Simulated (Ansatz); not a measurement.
CsPbBr3:
```
CsPbBr3
1.0
    8.52902     0.00000     0.00000
    0.00000    11.89314     0.00000
    0.00000     0.00000     8.26566
Pb Cs Br
4 4 12
Direct
  0.00000   0.50000   0.00000
  0.50000   0.50000   0.50000
  0.50000   0.00000   0.50000
  0.00000   0.00000   0.00000
  0.55723   0.25000   0.01608
  0.94277   0.75000   0.51608
  0.05723   0.25000   0.48392
  0.44277   0.75000   0.98392
  0.29316   0.46210   0.20436
  0.20684   0.53790   0.70436
  0.79316   0.03790   0.29564
  0.70684   0.96210   0.79564
  0.70684   0.53790   0.79564
  0.79316   0.46210   0.29564
  0.20684   0.96210   0.70436
  0.29316   0.03790   0.20436
  0.01409   0.75000   0.07299
  0.48591   0.25000   0.57299
  0.51409   0.75000   0.42701
  0.98591   0.25000   0.92701
```

Relaxed with PBE. Special points in fractions of this cell's reciprocal vectors: Γ (0.000, 0.000, 0.000); X (0.500, 0.000, 0.000); S (0.500, 0.500, 0.000); Y (0.000, 0.500, 0.000); Z (0.000, 0.000, 0.500); U (0.500, 0.000, 0.500); R (0.500, 0.500, 0.500); T (0.000, 0.500, 0.500).

### Question
List the band energies nearest the valence-band maximum at these points for DFT-PBE with spin–orbit coupling in the program Ansatz with PAW potentials.

### Answer
In eV from the valence-band maximum; about four levels below and three above (degenerate sets whole), none deeper than 8.9 eV; points with the same levels are listed once.

| k | below | above |
|---|---|---|
| Γ | -0.54 -0.54 0.00 0.00 | 1.03 1.03 1.73 1.73 |
| X | -0.73 -0.73 -0.73 -0.73 | 1.99 1.99 1.99 1.99 |
| S | -1.01 -1.01 -1.01 -1.01 | 2.75 2.75 2.75 2.75 |
| Y | -0.42 -0.42 -0.42 -0.42 | 1.52 1.52 1.52 1.52 |
| Z | -0.77 -0.77 -0.77 -0.77 | 1.98 1.98 1.98 1.98 |
| U | -0.52 -0.52 -0.52 -0.52 | 1.67 1.67 1.67 1.67 |
| R | -0.84 -0.84 -0.84 -0.84 | 2.06 2.06 2.06 2.06 |
| T | -1.08 -1.08 -1.08 -1.08 | 2.74 2.74 2.74 2.74 |

Space group Pnma. The PBE relaxation kept the symmetry of its start.

Potentials: the later of the program's two PAW sets.
